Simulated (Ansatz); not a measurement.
Data sheet: WO3 (DFT)

WO$_{3}$:
```
WO3
1.0
    3.85850     0.00000     0.00000
    0.00000     7.67346     0.00000
   -0.00261     0.00000     7.47664
W O
4 12
Cartesian
  3.67533   2.13898   1.88617
  0.18055   5.53449   5.59047
  0.18186   5.97571   1.85215
  3.67403   1.69775   5.62449
  3.84080   7.60222   5.47126
  0.01508   0.07124   2.00539
  0.01378   3.76549   5.74371
  3.84211   3.90797   1.73293
 -0.00059   5.61525   3.72925
  3.85648   2.05821   3.74739
  3.85779   1.77852   0.00907
 -0.00190   5.89494   7.46757
  1.95699   5.67069   5.60824
  1.89889   2.00277   1.86840
  1.89759   1.83396   5.60672
  1.95830   5.83950   1.86992
```

Space group P2_1/c (No. 14); conventional cell a = 3.859 Å, b = 7.673 Å, c = 7.477 Å, α = 90.00°, β = 90.02°, γ = 90.00°.

Method: the program Ansatz at the PBEsol level (PAW). Structure relaxed to zero pressure with the same functional. Other levels are named where they apply.

Cell and energy:

Volume per atom: 13.84 Å³
Density: 6.96 g/cm³
Formation energy from the elements (no fitted shifts): -2.15 eV/atom

Electronic structure:

Band gap: 1.40 eV (indirect)
Valence-band maximum: at Y2 (k = 0.500, 0.000, 0.000 in fractions of the reciprocal vectors)
Conduction-band minimum: at Γ
Smallest direct gap on the standard path: 1.43 eV
Electron effective mass: 0.22, 0.28, 29 mₑ (principal values)
HSE06 gap on the PBEsol cell: 2.63 eV
Gap with spin–orbit coupling: 1.33 eV

The first step of the workflow began from a Materials Project structure, measured or hypothetical; the Crystallography Open Database files this formula in space group No. 14, but the cells were not matched. Whether it is the stable phase at ambient conditions was not checked. Symmetry was held in the PBEsol relaxation; its stability against distortions is not shown here. The run is not spin-polarised. No Hubbard U is applied. The references are the lowest solids computed at this level, not always the standard phases (solids in place of the gases). Spin–orbit coupling is left out wherever it is not named.

Potentials: the later of the program's two PAW sets.
